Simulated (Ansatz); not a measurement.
Zone-centre phonons of HfN at 12 GPa: input and output

The calculation used DFT LDA, scalar-relativistic, plane waves, PAW (Ansatz).

Launched with:
```bash
ansatz run input.yaml --threads 1 --pin off --max-ram 3072MiB --backend cpu --events-out ev --progress --plain --runs-dir out
```

Input (bare energies are in eV):
```yaml
crystal:
  lattice:
    - [0.0, 2.2070849511, 2.2070849511]
    - [2.2070849511, 0.0, 2.2070849511]
    - [2.2070849511, 2.2070849511, 0.0]
  atoms:
    - { symbol: Hf, position: [0.0, 0.0, 0.0] }
    - { symbol: "N", position: [0.5, 0.5, 0.5] }
basis:
  ecutwfc: 420
kpoints:
  mp_grid: { grid: [16, 16, 16] }
hamiltonian:
  xc: lda
scf:
  occupations: { method: fermi_dirac, width: 0.15 }
output:
  eigenvalues: true
phonons:
  method: dfpt
  eigenvectors: true
```

Results section of the output:
```
--- Phonons (Γ-DFPT): 2 representative perturbations + reference, on 349 of 4096 k-points (Σ response iterations 7) ---
  k mesh reduced under 8 symmetry operations, with k and −k counted as one. Each operation leaves every solved perturbation unchanged. A smaller set is not used because it would not reduce the number of displacements ...
  ASR residual: 2.626e-4 → 0.000e0 eV/Å²; symmetrization residual: 1.204e-6 eV/Å²
  ASR residual per site (eV/Å²): 2.63e-4 1.07e-4
  Γ frequencies (cm⁻¹): 0.00 0.00 0.00 550.49 550.49 550.49
  non-analytic LO–TO correction: not included (Born effective charges unavailable; polar crystals: no LO–TO splitting at Γ)
```

Time: 49 s on 1 thread of Arm Neoverse V1, on a shared host, peak memory 0.75 GiB.

In a metal, frequencies and elastic constants depend on the k mesh and the smearing, soft modes and shear constants most. Spin–orbit coupling is left out, which can shift energies with elements as heavy as these.